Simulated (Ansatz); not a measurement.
**Ga: energy along a strain**

Ga, Cmcm, a = 2.900 Å, b = 8.130 Å, c = 3.170 Å (as given, not relaxed at this level: -1.9 GPa, forces to 0.20 eV/Å). This isn't the element's structure at ambient conditions. Ansatz: PBEsol, PAW, 420 eV, Γ-centred 18×18×16 mesh on 2 atoms, Gaussian smearing 0.15 eV; no spin polarisation. Cell vectors (Å): 1.450 -4.065 0.000; 1.450 4.065 0.000; 0.000 0.000 3.170. The cell is strained by x per cent times the pattern (1 1 0 0 0 0) in the order xx yy zz yz xz xy (engineering shears), with fractional coordinates held. y is the free energy over the start, V0 = 18.685 Å³/atom.

```
x (%) y (meV/atom)
-2.00         -7.41
-1.50         -6.48
-1.00         -4.92
-0.50             ?
 0.00          0.00
 0.50          3.31
 1.00          7.15
 1.50         11.49
 1.75         13.86
 2.00         16.34
```

Task: Fit y = c1 x + c2 x² + c3 x³ to the other rows, get the stiffness along the pattern, and predict the missing energy.

Result: Least squares on the rows shown. y = 6.0645 x + 1.1156 x² − 0.031868 x³. The clamped-ion stiffness p·C·p = 2 × 11.16 eV × 160.2 / 18.685 Å³ = 191 GPa (second derivative at the start, which stands under stress). At x = -0.50 the fit asked for gives -2.75 meV/atom. The run gave -2.75 meV/atom, the same to the digits shown.